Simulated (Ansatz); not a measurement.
Total density of states per atom from PBEsol (plane waves, PAW; program Ansatz), in 0.25 eV bins, energy from the Fermi level:

```
E (eV) | states/eV/atom
    -7.85 | #### 0.20
    -7.60 | #### 0.21
    -7.35 | #### 0.21
    -7.10 | #### 0.22
    -6.85 | ##### 0.23
    -6.60 | ######## 0.39
    -6.35 | ######## 0.41
    -6.10 | ####### 0.37
    -5.85 | ####### 0.35
    -5.60 | ####### 0.36
    -5.35 | ##### 0.24
    -5.10 | ##### 0.25
    -4.85 | ###### 0.32
    -4.60 | ######## 0.39
    -4.35 | ########## 0.51
    -4.10 | ######### 0.47
    -3.85 | ######## 0.41
    -3.60 | ########## 0.50
    -3.35 | ############ 0.60
    -3.10 | ############## 0.68
    -2.85 | ######################### 1.27
    -2.60 | ############################## 1.50
    -2.35 | ########################### 1.34
    -2.10 | ############ 0.62
    -1.85 | ######### 0.45
    -1.60 | ####### 0.34
    -1.35 | ###### 0.29
    -1.10 | ##### 0.27
    -0.85 | ##### 0.26
    -0.60 | ###### 0.28
    -0.35 | #### 0.22
    -0.10 | ## 0.08
     0.15 | ## 0.08
     0.40 | #### 0.19
     0.65 | #### 0.21
     0.90 | ##### 0.26
     1.15 | ###### 0.30
     1.40 | ######## 0.39
     1.65 | ########## 0.48
     1.90 | ############ 0.60
     2.15 | ############# 0.63
     2.40 | ################## 0.88
     2.65 | ################## 0.90
     2.90 | ############## 0.70
     3.15 | ############# 0.66
     3.40 | ########### 0.55
     3.65 | ########## 0.50
     3.90 | ############ 0.57
     4.15 | ############## 0.70
     4.40 | ################# 0.86
     4.65 | ############### 0.73
```

Q: Which compound is it?
A. SiC, wurtzite
B. Si2W, MoSi2 or CaC2 type
C. BW, rock salt
D. Ta2SiN, P6_3/mmc (Si on 2d, Ta on 4f, N on 2a)

A: B, Si2W, MoSi2 or CaC2 type. Within 0.5 eV of the Fermi level: W 5d 69 %, Si 3p 21 %, Si 3s 6 %. Projections are on Löwdin-orthogonalised atomic valence shells; empty p or d shells of many metals are not among them.

Space group I4/mmm (MoSi2 or CaC2 type). Symmetry was held in the PBEsol relaxation. No spin polarisation was allowed. Scalar-relativistic: spin–orbit coupling is off unless named, which matters more the heavier the elements.

Potentials: the earlier of the program's two PAW sets. The files were generated under PBE; for other functionals the program regenerates the frozen cores, and for LDA and PBEsol the local potential too.
